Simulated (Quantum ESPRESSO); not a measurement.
```xyz
2
Lattice="0.0000 3.1043 3.1043 3.1043 0.0000 3.1043 3.1043 3.1043 0.0000" Properties=species:S:1:pos:R:3 pbc="T T T"
Na     0.0000     0.0000     0.0000
I      3.1043     3.1043     3.1043
```

The PBEsol cell relaxed from Materials Project entry mp-23268 was given an isotropic strain of -3 % on all lattice vectors, and the atoms were relaxed again.

Question: What does norm-conserving PBEsol (Quantum ESPRESSO, 88 Ry, no spin-orbit coupling) give for the electronic structure near the Fermi level?

Answer: The PBEsol gap is direct, 3.86 eV at Γ. Spin-orbit coupling is left out, which matters for elements this heavy: edges can move by tenths of an eV.
